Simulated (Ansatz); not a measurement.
**Notes on Zr₆AlCo₂**

```
Co Zr Al
1.0
     7.18867    0.00000    0.00000
    -3.59433    6.22557    0.00000
     0.00000    0.00000    3.36290
Co Zr Al
2 6 1
Direct
  0.33330 0.66670 0.50000
  0.66670 0.33330 0.50000
  0.59610 0.00000 0.00000
  0.40390 0.40390 0.00000
  0.00000 0.59610 0.00000
  0.24280 0.00000 0.50000
  0.75720 0.75720 0.50000
  0.00000 0.24280 0.50000
  0.00000 0.00000 0.00000
```

Level: PBE, no spin polarisation; 420 eV; 6×6×10 Γ-centred mesh; fermi-dirac occupations (width 0.1 eV); Ansatz 0.2.0, fixed geometry.

Forces: The largest is on Zr6 (and as large on other atoms): 4.35 eV/Å, components (4.35, 0.00, 0.00). It makes 136° with the line to a nearest neighbour, Al9 at 2.42 Å, pointing away from it.
Formation energy: 0.29 eV an atom against the elements' usual phases (free molecules for gases, crystals otherwise, with no correction for O₂ or N₂), so at this geometry it isn't bound against them. Relaxing would lower it.
Stress: The pressure is 25.7 GPa (compression positive), so with the atoms held at these fractions the cell would first expand; the forces are large, so a full relaxation may end otherwise. The principal stresses 22.7, 22.7, 31.5 GPa differ, so its shape would change too.
Charges: Bader charges in e: Zr +0.30 to +0.92, Al -0.70, Co -1.49. In the mean Zr gives up most and Co takes most.
Electronic structure: It is a metal, with about 11 states/eV a cell as the mean within 0.25 eV of the Fermi level, mostly Zr d (61 %) and Co d (25 %).

Origin: a known structure type with other elements, at an estimated volume, so it need not be a known compound. Caveats: no spin polarisation, so a magnetic state may lie lower; atoms or cell far from equilibrium.
